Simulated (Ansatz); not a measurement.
The numbers come from plane-wave PAW DFT (Ansatz): r2SCAN, no spin polarisation, 500 eV, 8×8×4 Γ-centred k points, fermi-dirac occupations (width 0.1 eV). Nothing was relaxed.

Computed maps in the lattice plane spanned by a (left to right, 4.28 Å, 13 points from zero) and b (bottom to top, 4.28 Å, 13 points from zero), 90° apart, at height 0.000 along c. The fields are smooth PAW ones with compensation charges, not the true ones near nuclei.

Valence density. Digits on a logarithmic scale: 0 up to 0.03 e/Å³, each further digit a factor of 1.6, 9 from 1.3 e/Å³ up:
```
3568764211211
4699985210001
4899996310002
4799996310001
3689974211111
2456643223322
2223322346654
3111112479986
4100013699997
4200013699998
4100012589996
3112112467865
2344432234443
```

ELF. Ten even steps from '0' (0.01) to '9' (0.80):
```
1689973000000
4899997100000
5994798200000
5997897200000
2799995000000
0378751002210
0012200157873
2000000599997
5000002798799
5000002897499
4000001799998
1000000379986
0145520025541
```

Task: The cell is CsIO. Which atoms lie within 0.2 Å of this plane, and where (fractions of a and b)?

Result: O at (0.75, 0.25), O at (0.25, 0.75). The whole cell:
```
I Cs O
1.0
     4.27541    0.00000    0.00000
     0.00000    4.27541    0.00000
     0.00000    0.00000    9.81075
I Cs O
2 2 2
Direct
  0.25000 0.25000 0.64900
  0.75000 0.75000 0.35100
  0.25000 0.25000 0.20600
  0.75000 0.75000 0.79400
  0.75000 0.25000 0.00000
  0.25000 0.75000 0.00000
```

Origin: a known structure type with other elements, at an estimated volume, so it need not be a known compound. Caveats: many states at the Fermi level without spin polarisation, so a magnetic state may lie lower; atoms or cell far from equilibrium.
